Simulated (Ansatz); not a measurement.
The relaxed structure here is a generated cell of GaAs: the first start was made by placing the elements on the sites of a structure type, and the end was not matched to a known phase here, so it may be hypothetical. Known forms of GaAs include space group No. 216.

A structure of GaAs relaxed with PBEsol (plane waves to 420 eV, PAW, scalar-relativistic; Ansatz, an electronic-structure program); single points at other levels follow on the same geometry (Ansatz, PAW; HSE06 at 420 eV on a 4×6×4 k-mesh; no spin-orbit coupling). Space group Pnma (No. 62).

Space group Pnma (No. 62); a = 7.7547 Å, b = 4.0470 Å, c = 6.8014 Å, α = 90.00°, β = 90.00°, γ = 90.00°

```tsv
atom	site	symmetry	x	y	z
Ga	4c	.m.	0.1596	0.7500	0.0940
As	4c	.m.	0.1638	0.2500	0.8877
```

| level | gap (eV) | kind | conduction minimum |
|---|---|---|---|
| PBEsol | 0.16 | direct | Γ |
| HSE06 | ? | – | ? |

Some entries are withheld; supply them.


- HSE06, gap (eV): 1.05
- HSE06, conduction minimum: Γ

No spin polarisation in the result.

The run could not lose the symmetry of its start; a randomly shaken copy of 8 atoms returns to this structure.
